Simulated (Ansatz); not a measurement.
Relaxed-ion elastic tensor of Na (bcc (W type), Im-3m) in GPa (Voigt order), DFT-LDA in the program Ansatz with PAW potentials; density 1.15 g/cm³, 33.29 Å³ per atom.

```
10.2   8.6   8.6   0.0   0.0   0.0
 8.6  10.2   8.6   0.0   0.0   0.0
 8.6   8.6  10.2   0.0   0.0   0.0
 0.0   0.0   0.0   7.0   0.0   0.0
 0.0   0.0   0.0   0.0   7.0   0.0
 0.0   0.0   0.0   0.0   0.0   7.0
```

Is the crystal mechanically stable?

Yes: the smallest eigenvalue of C is 1.6 GPa.

Work out the Voigt, Reuss and Hill averages.

K_V = 9.1, K_R = 9.1, K_H = 9.1; G_V = 4.5, G_R = 1.7, G_H = 3.1 GPa.

Give Young's modulus, Poisson's ratio, Pugh's ratio and the universal anisotropy index.

E = 9KG/(3K + G) = 8.4 GPa; ν = 0.35; K/G = 2.94 (ductile by the Pugh limit of 1.75); A_U = 5G_V/G_R + K_V/K_R − 6 = 8.23.

Estimate the sound speeds and the Debye temperature.

v_l = √((K + 4G/3)/ρ) = 3400 m/s, v_t = √(G/ρ) = 1650 m/s, mean 1850 m/s; Θ = (h/k)(3n/4πV)^(1/3) v_m = 171 K.

Give the Zener ratio and Young's modulus along [100], [110] and [111].

A = 2C44/(C11 − C12) = 8.74; 1/E = S11 − 2(S11 − S12 − S44/2)Γ with Γ = 0, 1/4, 1/3 gives 2.3, 6.6, 16.7 GPa.

The LDA relaxation kept the symmetry of its start. As this level gives no gap, shear constants depend on the k-mesh and smearing (Fermi–Dirac, 0.1 eV here).

Potentials: the earlier of the program's two PAW sets.
